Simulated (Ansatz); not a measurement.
A geometry of Ag away from equilibrium: the start of the relaxation of a relaxed Ag cell, doubled along one cell vector, shaken by Gaussian noise of σ = 0.08 Å a coordinate. These are r2SCAN (plane waves to 500 eV, PAW, scalar-relativistic; Ansatz, an electronic-structure program) values and carry that method's errors. Γ-centred k-mesh 14×7×13 on the run's cell (coarser than for final values), Fermi–Dirac smearing 0.05 eV.

```xyz
2
Lattice="-1.6855 1.6855 1.5348 3.3711 -3.3711 3.0695 1.6855 1.6855 -1.5348" Properties=species:S:1:pos:R:3 pbc="T T T"
Ag     0.0165    -0.0123     1.5890
Ag     3.4572    -0.0081     1.6060
```

**Question.** Predict the force on each atom, in eV/Å.

**Answer.** 
| atom | Fx | Fy | Fz |
|---|---|---|---|
| Ag1 | 0.22 | 0.01 | 0.23 |
| Ag2 | -0.22 | -0.01 | -0.23 |

**Question.** What is the pressure?

**Answer.** +0.2 GPa, compression positive.

**Question.** How far above the relaxed end point is this geometry?

**Answer.** 0.01 eV/atom; the path ends in Fmmm (No. 69) at a tolerance of 0.01 Å, I4/mmm (No. 139) at 0.1 Å.

No spin polarisation in the result.

The run could not lose the symmetry of its start: the end is stationary, and may be a saddle point rather than a minimum.

The end of the path is a generated cell of Ag: the first start was made by placing the elements on the sites of a structure type, and the end was not matched to a known phase here, so it may be hypothetical. Known forms of Ag include space group No. 225.
